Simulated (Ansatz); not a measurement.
With plane-wave PAW PBEsol (Ansatz code), Mo in the hexagonal phase (P6/mmm; Mo on 1a, Mo on 2d) relaxes to a = 4.622 Å, c = 2.534 Å.

Electronic character: metallic (no gap). Gap from PBEsol with spin–orbit coupling: none (metallic).

An equation-of-state fit gives a bulk modulus of 255 GPa. The relaxed-ion elastic constants in GPa are C11 = 343, C12 = 252, C13 = 140, C33 = 560, C44 = -44.0. The highest mode at Γ lies at 203 cm⁻¹.

The start of the workflow was typed in or built on a structure type; neither database checked (COD, Materials Project) lists it. It is not the phase usual at ambient conditions (space group No. 229). The cell was relaxed with PBEsol under the symmetry of its start. At this level the phase is dynamically unstable (imaginary phonons). The run is not spin-polarised. As this level gives no gap, shear constants depend on the k-mesh and smearing (Fermi–Dirac, 0.1 eV here). As this level gives no gap, phonon frequencies hold no LO–TO term and depend on the k-mesh and smearing (Fermi–Dirac, 0.1 eV here). Axis ratios of metals converge slowly with the k-mesh, so a and c are less sure than the volume. Scalar-relativistic: spin–orbit coupling is off unless named, which matters more the heavier the elements.

Potentials: the earlier of the program's two PAW sets. The files were generated under PBE; for other functionals the program regenerates the frozen cores, and for LDA and PBEsol the local potential too.
